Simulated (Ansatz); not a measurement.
Ni (fcc (Cu type), Fm-3m) under volume change, PBEsol in the plane-wave PAW code Ansatz, scaled uniformly.

```json
[
 {"V (Å³/atom)": "9.400", "E − E(relaxed) (meV/atom)": "73.3", "P (GPa)": "27.72"},
 {"V (Å³/atom)": "9.710", "E − E(relaxed) (meV/atom)": "30.6", "P (GPa)": "16.82"},
 {"V (Å³/atom)": "10.020", "E − E(relaxed) (meV/atom)": "7.2", "P (GPa)": "7.66"},
 {"V (Å³/atom)": "10.330", "E − E(relaxed) (meV/atom)": "0.0", "P (GPa)": "-0.02"},
 {"V (Å³/atom)": "10.639", "E − E(relaxed) (meV/atom)": "6.5", "P (GPa)": "-6.46"},
 {"V (Å³/atom)": "10.949", "E − E(relaxed) (meV/atom)": "24.3", "P (GPa)": "-11.87"},
 {"V (Å³/atom)": "11.259", "E − E(relaxed) (meV/atom)": "51.8", "P (GPa)": "-16.39"}
]
```

Question: What does a third-order Birch–Murnaghan fit give for V₀, B₀ and B′?

Answer: V₀ = 10.33 Å³/atom, B₀ = 234 GPa, B′ = 4.8.

Symmetry was held in the PBEsol relaxation. The workflow began spin-polarised and lost its moments. Textbook magnetic order: ferromagnetic.

Potentials: the earlier of the program's two PAW sets. The files were generated under PBE; for other functionals the program regenerates the frozen cores, and for LDA and PBEsol the local potential too.
